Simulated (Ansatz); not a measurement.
Here is the system:

Starting cell, TiB2 (AlB2 type, space group P6/mmm):

```
CELL_PARAMETERS angstrom
      6.04939     0.00000     0.00000
     -1.51235     2.61946     0.00000
      3.02469     0.00000     3.22263
ATOMIC_POSITIONS crystal
  Ti 0.00000 0.00000 0.00000
  Ti 0.50000 0.00000 0.00000
  B  0.91667 0.66667 0.50000
  B  0.41667 0.66667 0.50000
  B  0.08333 0.33333 0.50000
  B  0.58333 0.33333 0.50000
```

A phonon eigenvector at L = (0.5, 0.0, 0.5) is frozen into this cell: atom i moves by Q times the vector below, so Q is the largest atomic displacement, in Å. The cell is held. (q is in reciprocal vectors of the primitive cell; the cell shown is doubled to hold the pattern.)

| atom | x | y | z |
|---|---|---|---|
| B3 | 0.500 | -0.866 | 0.000 |
| B4 | -0.500 | 0.866 | 0.000 |
| B5 | 0.500 | -0.866 | 0.000 |
| B6 | -0.500 | 0.866 | 0.000 |

Atoms not listed stay in place.

The numbers are results of r2SCAN (plane waves to 500 eV, PAW, scalar-relativistic; Ansatz, a first-principles code), not measurements. k mesh 18×18×18 (Γ-centred), Fermi-Dirac smearing 0.05 eV. Energies are smeared free energies. With partly filled bands, energies and forces of such displacements shift with the k mesh and the smearing. TiB2 is run without spin polarisation. TiB2 was relaxed with its symmetry unable to fall. ΔE is measured from the undisplaced structure.

The scan covers Q from -0.280 to 0.280 Å in 13 points.

**Question.** Which space group does the distorted structure have?

**Answer.** Ibam (No. 72), lowered from P6/mmm.

**Question.** What is the energy change at Q = 0.280 Å?

**Answer.** 1753 meV/cell.

**Question.** What harmonic wavenumber does the curvature at Q = 0 give?

**Answer.** 535 cm⁻¹.

(For displaced atoms, the force is minus the slope of the energy, and its curvature is a force constant, which sets phonon frequencies.)
